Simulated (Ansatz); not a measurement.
**YHg: pressure against volume**

A database entry relaxed whole under r2SCAN (Pm-3m):

```
CELL_PARAMETERS angstrom
3.70517 0.00000 0.00000
0.00000 3.70517 0.00000
0.00000 0.00000 3.70517
ATOMIC_POSITIONS crystal
Y 0.50000 0.50000 0.50000
Hg 0.00000 0.00000 0.00000
```

The cell was scaled uniformly, its shape held, and the atoms relaxed at each volume with plane-wave PAW DFT (Ansatz 0.2.0; r2SCAN, 500 eV, 9×9×9 Γ-centred mesh, fermi-dirac occupations of width 0.100 eV; no spin, no spin-orbit coupling). One row is withheld.

```
volume (Å³/atom)  energy over the lowest (meV/atom)  pressure (GPa)
          23.907                               23.1            5.14
          24.415                                9.8            3.22
          24.924                                  ?               ?
          25.433                                0.0           -0.03
          25.941                                2.3           -1.41
          26.450                                8.8           -2.64
          26.959                               19.0           -3.73
```

Problem. Fit the pressures of the other rows to the third-order Birch-Murnaghan form.

Solution. With f = [(V₀/V)^(2/3) − 1]/2 and P = 3B₀f(1 + 2f)^(5/2)[1 + 3(B₀′ − 4)f/2], least squares gives V₀ = 25.42 Å³ an atom, B₀ = 72.7 GPa and B₀′ = 4.6; the rows miss the fit by less than 0.01 GPa. The slope of the energies differs from these pressures by less than 0.05 GPa.

Problem. What does the withheld row hold?

Solution. The fit gives 1.50 GPa at 24.924 Å³; the run gave 1.50 GPa and 2.3 meV an atom.

Caveats: the shape of the cell was held; 0 K, fixed nuclei; the symmetry was kept, and this need not be the phase that is stable at 0 K; one mesh for all volumes; pressure is positive in compression.
